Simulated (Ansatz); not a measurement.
Magnetic orders of AgRh

All numbers below come from Ansatz 0.2.0, DFT PBE, scalar-relativistic, plane waves, PAW.

```cif
data_structure
_symmetry_space_group_name_H-M 'P 1'
_symmetry_Int_Tables_number 1
_cell_length_a 2.7776
_cell_length_b 2.7776
_cell_length_c 4.8086
_cell_angle_alpha 90.000
_cell_angle_beta 90.000
_cell_angle_gamma 120.000
_cell_volume 32.13
loop_
_atom_site_label
_atom_site_type_symbol
_atom_site_fract_x
_atom_site_fract_y
_atom_site_fract_z
_atom_site_occupancy
Ag1 Ag 0.00000 0.00000 0.50000 1
Rh1 Rh 0.66667 0.33333 0.00000 1
```

| Quantity | Value |
| --- | --- |
| plane-wave cutoff | 420 eV |
| Γ-centred k-mesh | 18×18×10 |
| occupation rule | Gaussian smearing, 0.1 eV |
| list of starting moments (μB, in atom order) | 0 1 |
| check for lower electronic states after the SCF | off |

All runs keep this geometry, which isn't relaxed for the lowest state (largest force there 0.000 eV/Å, pressure -2.0 GPa) and needn't be a stable compound; relaxing each order can shift differences of a few meV. A propagation vector, in units of the reciprocal vectors, doubles the cell, which takes an equally dense mesh. The large starts are 0 2.5 μB. The small starts are 0 0.5 μB. Site moments are spin moments in atom-centred spheres that scale with the neighbour distance. The states are those that the runs reached from these starts; a lower one can exist.

Question: Starts tried: no spin; ferromagnetic; large parallel starting moments; antiferromagnetic, doubled cell, propagation vector (0, 0, 1/2); antiferromagnetic, doubled cell, propagation vector (0, 1/2, 0); small parallel starting moments. Which state comes out lowest, and what are the moments?

Answer: The lowest state is ferromagnetic, reached from the start “ferromagnetic” and the start “large parallel starting moments” and the start “small parallel starting moments”, with site moments (μB) Rh +0.47. The next state lies only 2.99 meV/atom higher, which mesh, smearing and relaxation can turn, so the order isn't settled.

```
                                                          start ends energy above lowest (meV/atom) site moments (μB) gap on mesh (eV) P (GPa)
                                                        no spin non-magnetic                            3.97      none over 0.05             metal     -2.2
                                                  ferromagnetic ferromagnetic                            0.00            Rh +0.47             metal     -2.0
                                large parallel starting moments ferromagnetic                            0.00            Rh +0.47             metal     -2.0
antiferromagnetic, doubled cell, propagation vector (0, 0, 1/2) antiferromagnetic                            2.99  Rh +0.26, Rh -0.26             metal     -2.1
antiferromagnetic, doubled cell, propagation vector (0, 1/2, 0) non-magnetic                            3.97      none over 0.05             metal     -2.2
                                small parallel starting moments ferromagnetic                            0.00            Rh +0.47             metal     -2.0
```

1 further run of this set didn't finish or converge.

Cost: 6 runs of about 7 core-minutes in all, on Arm Neoverse V2 (shared hosts).